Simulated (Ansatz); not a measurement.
CoSi:
Space group P2₁3 (No. 198); a = 4.4309 Å, b = 4.4309 Å, c = 4.4309 Å, α = 90.00°, β = 90.00°, γ = 90.00°

| atom | site | symmetry | x | y | z |
|---|---|---|---|---|---|
| Co | 4a | .3. | 0.1453 | 0.1453 | 0.1453 |
| Si | 4a | .3. | 0.8432 | 0.8432 | 0.8432 |

Relaxed with PBE.

Q: Which orbitals make up the states near the Fermi level in the program Ansatz at the PBE level (PAW)?

A: Within 0.5 eV of the Fermi level: Co 3d 87 %, Si 3p 10 %. Projections are on Löwdin-orthogonalised atomic valence shells; empty p or d shells of many metals are not among them.

Q: Tabulate the density of states.

A: States/eV per cell of 8 atoms, in 0.25 eV bins, energy from the Fermi level.

| E (eV) | total | Co 3d | Si 3p | Si 3s |
|---|---|---|---|---|
| -7.85 | 1.22 | 0.21 | 0.36 | 0.58 |
| -7.60 | 1.23 | 0.24 | 0.34 | 0.57 |
| -7.35 | 1.81 | 0.35 | 0.60 | 0.70 |
| -7.10 | 2.30 | 0.44 | 0.89 | 0.72 |
| -6.85 | 1.15 | 0.17 | 0.71 | 0.13 |
| -6.60 | 1.38 | 0.23 | 0.86 | 0.13 |
| -6.35 | 1.85 | 0.36 | 1.12 | 0.17 |
| -6.10 | 3.54 | 0.80 | 2.16 | 0.27 |
| -5.85 | 2.45 | 0.61 | 1.39 | 0.21 |
| -5.60 | 3.29 | 0.92 | 1.80 | 0.27 |
| -5.35 | 2.45 | 0.69 | 1.38 | 0.16 |
| -5.10 | 2.70 | 0.78 | 1.55 | 0.17 |
| -4.85 | 4.29 | 1.46 | 2.20 | 0.32 |
| -4.60 | 3.81 | 1.51 | 1.75 | 0.28 |
| -4.35 | 3.81 | 1.67 | 1.68 | 0.23 |
| -4.10 | 3.51 | 1.71 | 1.45 | 0.20 |
| -3.85 | 5.08 | 2.77 | 1.84 | 0.24 |
| -3.60 | 5.94 | 3.59 | 1.86 | 0.17 |
| -3.35 | 5.47 | 3.72 | 1.31 | 0.17 |
| -3.10 | 9.59 | 6.90 | 1.83 | 0.29 |
| -2.85 | 13.05 | 9.98 | 1.86 | 0.19 |
| -2.60 | 13.04 | 10.02 | 2.05 | 0.19 |
| -2.35 | 10.39 | 8.40 | 1.46 | 0.10 |
| -2.10 | 7.80 | 6.43 | 0.97 | 0.08 |
| -1.85 | 8.06 | 6.81 | 0.93 | 0.06 |
| -1.60 | 9.17 | 8.48 | 0.41 | 0.04 |
| -1.35 | 12.28 | 11.47 | 0.42 | 0.07 |
| -1.10 | 11.11 | 10.49 | 0.32 | 0.05 |
| -0.85 | 10.18 | 9.39 | 0.40 | 0.09 |
| -0.60 | 5.17 | 4.64 | 0.32 | 0.05 |
| -0.35 | 9.69 | 8.62 | 0.77 | 0.09 |
| -0.10 | 4.66 | 3.92 | 0.56 | 0.07 |
| 0.15 | 0.77 | 0.64 | 0.09 | 0.02 |
| 0.40 | 1.97 | 1.54 | 0.31 | 0.07 |
| 0.65 | 4.29 | 3.01 | 0.92 | 0.19 |
| 0.90 | 3.11 | 2.01 | 0.80 | 0.15 |
| 1.15 | 2.00 | 1.21 | 0.55 | 0.13 |
| 1.40 | 2.44 | 1.44 | 0.56 | 0.32 |
| 1.65 | 2.59 | 1.48 | 0.51 | 0.47 |
| 1.90 | 3.76 | 1.88 | 0.96 | 0.67 |
| 2.15 | 4.97 | 2.20 | 1.37 | 0.92 |
| 2.40 | 2.98 | 1.18 | 0.92 | 0.56 |
| 2.65 | 3.74 | 1.36 | 1.24 | 0.66 |
| 2.90 | 4.45 | 1.42 | 1.59 | 0.64 |
| 3.15 | 4.28 | 1.23 | 1.62 | 0.59 |
| 3.40 | 2.69 | 0.68 | 1.06 | 0.37 |
| 3.65 | 3.88 | 0.86 | 1.51 | 0.51 |
| 3.90 | 3.91 | 0.79 | 1.57 | 0.47 |
| 4.15 | 4.28 | 0.76 | 1.80 | 0.45 |
| 4.40 | 3.59 | 0.58 | 1.58 | 0.34 |
| 4.65 | 3.78 | 0.53 | 1.57 | 0.30 |

Space group P2_13. The PBE relaxation kept the symmetry of its start. No spin polarisation was allowed.

Potentials: the earlier of the program's two PAW sets.
